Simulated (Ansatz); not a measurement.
A structure of C relaxed with PBEsol (plane waves to 420 eV, PAW, scalar-relativistic; Ansatz, a first-principles code); single points at other levels follow on the same geometry (Ansatz, PAW; HSE06 at 420 eV on a 10×10×6 k-mesh; no spin-orbit coupling). Space group P6₃/mmc (No. 194).

```
C
1.0
    2.49873     0.00000     0.00000
   -1.24936     2.16396     0.00000
    0.00000     0.00000     4.16061
C
4
Direct
  0.33333   0.66667   0.06280
  0.66667   0.33333   0.56280
  0.66667   0.33333   0.93720
  0.33333   0.66667   0.43720
```

```csv
level,gap (eV),kind,conduction minimum
PBEsol,3.06,indirect,K
HSE06,(withheld),–,(withheld)
```

Q: Complete the blanks.

A: 
- HSE06, gap (eV): 4.35
- HSE06, conduction minimum: K

HSE06 gaps come from a coarse mesh plus a few chosen points, so they may be too large. No spin polarisation in the result.

The run could not lose the symmetry of its start; a randomly shaken copy of 8 atoms returns to this structure.
